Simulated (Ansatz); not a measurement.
V3Si (A15, Cr3Si type)

```yaml
crystal:
  lattice:
    - [4.70139, 0.00000, 0.00000]
    - [0.00000, 4.70139, 0.00000]
    - [0.00000, 0.00000, 4.70139]
  atoms:
    - { symbol: V, position: [0.25000, 0.00000, 0.50000] }
    - { symbol: V, position: [0.75000, 0.00000, 0.50000] }
    - { symbol: V, position: [0.00000, 0.50000, 0.25000] }
    - { symbol: V, position: [0.00000, 0.50000, 0.75000] }
    - { symbol: V, position: [0.50000, 0.25000, 0.00000] }
    - { symbol: V, position: [0.50000, 0.75000, 0.00000] }
    - { symbol: Si, position: [0.00000, 0.00000, 0.00000] }
    - { symbol: Si, position: [0.50000, 0.50000, 0.50000] }
```

The slice is a {100} plane (indices of the conventional cell) through the point (0.500, 0.750, 0.000) (fractional), spanned by u = [100] and v = [010] in vectors of this cell: u (4.70 Å) and v (4.70 Å, at 90° to u). It covers one period; positions are fractions (u, v).

The numbers are results of PBE (plane waves to 420 eV, PAW, scalar-relativistic; Ansatz, a first-principles code), not measurements. k mesh 10×10×10. Inside the PAW spheres the values are not all-electron values, and peaks at nuclei hang on which shells count as valence. The PAW data are Ansatz's earlier set. V3Si is run without spin polarisation. V3Si was relaxed with its symmetry unable to fall.

Problem. What is the valence density on the shortest V–V line in this plane (2.35 Å), at its midpoint?

Solution. 0.45 e/Å³.

Problem. What is the ELF at the midpoint of the shortest V–V line in this plane (2.35 Å)?

Solution. 0.24.

Problem. Sketch the electrostatic potential energy of an electron, from the cell's mean on this plane as a map.

Solution. 
```
|xxxxxx05899877777899850xxxxx|
|xxxxxx26899877677899862xxxxx|
|xxxxxx47998766566789974xxxxx|
|xxxxx3689986544456899863xxxx|
|xxxx268998754222457899862xxx|
|0003579998642111246899975300|
|0124689998642101246899986421|
|0003579998642111246899975300|
|xxxx268998754222457899862xxx|
|xxxxx3689986544456899863xxxx|
|xxxxxx47998766566789974xxxxx|
|xxxxxx26899877677899862xxxxx|
|xxxxxx05899877777899850xxxxx|
|xxxxxx05788765556788750xxxxx|
|xxxxxx05776431113467750xxxxx|
|xxxxxx15653xxxxxxx35651xxxxx|
|xxxxxx3553xxxxxxxxx3553xxxxx|
|xxxxx1453xxxxxxxxxxx3541xxxx|
|xxxx14652xxxxxxxxxxx25641xxx|
|000246651xxxxxxxxxxx15664200|
|012456751xxxxxxxxxxx15765421|
|000246651xxxxxxxxxxx15664200|
|xxxx14652xxxxxxxxxxx25641xxx|
|xxxxx1453xxxxxxxxxxx3541xxxx|
|xxxxxx3553xxxxxxxxx3553xxxxx|
|xxxxxx15653xxxxxxx35651xxxxx|
|xxxxxx05776431113467750xxxxx|
|xxxxxx05788765556788750xxxxx|
```
Scale: ten equal steps from 2.00 (start of '0') to 10.86 (end of '9'), in the order '0123456789'. Values: electrostatic potential energy of an electron, from the cell's mean, in eV. The map has 28 points along u (one character each, u = 0 at the left) and 28 along v (v = 0 in the bottom row). Points within 1 Å of a nucleus are blanked (x), as the pseudised field means little there. Values under 2 eV are set to 2. The zero, the cell's mean, hangs on the PAW cores.
